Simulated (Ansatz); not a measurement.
HgTe (zinc blende), relaxed and computed with several functionals in Ansatz (plane waves, PAW). Much of their spread follows the volume that each gives.

| functional | V (Å³/atom) | B₀ by P(V) fit (GPa) |
|---|---|---|
| LDA | 33.30 | 47.4 |
| PBE | 36.77 | 34.2 |
| r²SCAN | 35.50 | ? |
| PBEsol | 34.48 | 42.1 |

Task: Fit a straight line to ln B₀ against ln V and predict the withheld value.

Result: Least squares on the 3 shown rows: ln B₀ = -3.29 × ln V + (15.390), with a scatter of 0 %. For r²SCAN this gives 38.3. The run itself gave 40.1, outside the scatter: the line misses something about this case.

All cells were relaxed under the symmetry of their starts (and spin orders); stability against distortions was not tested throughout. Scalar-relativistic: spin–orbit coupling is off unless named, which matters more the heavier the elements.

Potentials: the later of the program's two PAW sets.

Ansatz (a program for electronic structure) is a plane-wave DFT program.
